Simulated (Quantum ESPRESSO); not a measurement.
Inputs of pw.x and gipaw.x (a modified build of Quantum ESPRESSO, PBE) for LiBr; the starting potential comes from an earlier run on another mesh:

```
&CONTROL
  calculation = 'scf'
  prefix = 'x'
  pseudo_dir = './pseudo'
  outdir = './out'
  tprnfor = .true.
/
&SYSTEM
  ibrav = 0
  nat = 2
  ntyp = 2
  ecutwfc = 40
  ecutrho = 160
  occupations = 'fixed'
  nbnd = 5
/
&ELECTRONS
  conv_thr = 1e-11
  startingpot = 'file'
/
ATOMIC_SPECIES
Li 6.940 Li.GGA_PBE-JTH.UPF
Br 79.904 Br.GGA_PBE-JTH.UPF
CELL_PARAMETERS angstrom
    0.000000000000     2.722690000000     2.722690000000
    2.722690000000     0.000000000000     2.722690000000
    2.722690000000     2.722690000000     0.000000000000
ATOMIC_POSITIONS crystal
Li     0.000000000000     0.000000000000     0.000000000000
Br     0.500000000000     0.500000000000     0.500000000000
K_POINTS automatic
4 4 4 1 1 1
```

```
&INPUTGIPAW
  job = 'nmr'
  prefix = 'x'
  tmp_dir = './out/'
  restart_mode = 'from_scratch'
  pawproj(1) = .true.
  pawproj(2) = .true.
  use_nmr_macroscopic_shape = .false.
/
```

Geometry: a computed entry of the Materials Project; it was not checked against measured cells. It is LiBr in Fm-3m. Stability against distortions was not tested.

Q: Give the final section of the GIPAW output.

A: 
```
     Total NMR chemical shifts in ppm: ---------------------------------------
     (adopting the Simpson convention for anisotropy and asymmetry)-----------

     Atom  1  Li  pos: (  0.000000  0.000000  0.000000)  Total sigma:          80.66
            80.6633          0.0000          0.0000
             0.0000         80.6633          0.0000
             0.0000          0.0000         80.6633

     Li      1    anisotropy:      0.00    eta:    0.0000
     Li      1    sigma_11=     80.66
     Li      1    sigma_22=     80.66
     Li      1    sigma_33=     80.66

     Atom  2  Br  pos: (  0.707107  0.707107  0.707107)  Total sigma:        2576.55
          2576.5524          0.0000          0.0000
             0.0000       2576.5524          0.0000
             0.0000          0.0000       2576.5524

     Br      2    anisotropy:      0.00    eta:    0.0000
     Br      2    sigma_11=   2576.55
     Br      2    sigma_22=   2576.55
     Br      2    sigma_33=   2576.55
```
The printed anisotropy is 3/2 (σ_33 − σ_iso) in the program's own order; the axes are left out here. All sites are cubic, so the anisotropy vanishes by symmetry. Shieldings are absolute and leave out the bulk-susceptibility term; a larger σ means a smaller chemical shift. In our sweeps, cutoffs and meshes of this size left a few ppm, and up to some 20 ppm on atoms from Zn on. Spin–orbit coupling is left out; its weight grows with the heaviest atom, Br here. The datasets of Br hold no d projectors, which limits absolute σ on these atoms. The structure is static (0 K, no zero-point motion).
